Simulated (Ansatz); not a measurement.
System: CeAl3Pd2, a cell derived from the structure in space group 191 by a strain and random displacements, 6 atoms in the cell.

```
Ce Al Pd
1.0
    -0.02378   -0.01619    4.19121
     5.54118   -0.01137   -0.03057
    -2.78044    4.70801   -0.00274
Ce Al Pd
1 3 2
Direct
  0.40946 0.66203 0.22331
  0.91335 0.15526 0.21660
  0.91128 0.16378 0.72895
  0.90652 0.66827 0.72187
  0.42093 0.31550 0.55518
  0.40436 0.00198 0.91110
```

Method: r²SCAN, plane waves, PAW datasets (generated soft set 1) in Ansatz 0.2.0 development build.

Cutoff 500 eV; k-mesh 3×3×3 Γ-centred; Fermi–Dirac smearing of 0.15 eV; no spin polarisation; no spin–orbit coupling.

The self-consistency threshold on the density residual (dr2_threshold) took the values 1e-4, 1e-5, 1e-6, 1e-8, 1e-10 eV.

Task: How loose may it be if the forces are to lie within 2 meV/Å (rms) of the tightest run?

Result: Even the loosest value tried, 1e-4 eV, does; the program's other convergence tests apply too.

```csv
threshold (eV),SCF iterations,E − E(tightest) (meV/atom),rms force change (meV/Å)
1e-4,23,0.000,0.06
1e-5,17,0.000,0.04
1e-6,16,0.000,0.05
1e-8,18,0.000,0.00
1e-10,22,0.000,0.00
```

The k-mesh is coarse, so these values belong to this mesh and can lie far from the converged ones. The open f shell is treated without spin here, so this is a model state and not the ground state. With an open f shell the self-consistent state may not be the lowest one.
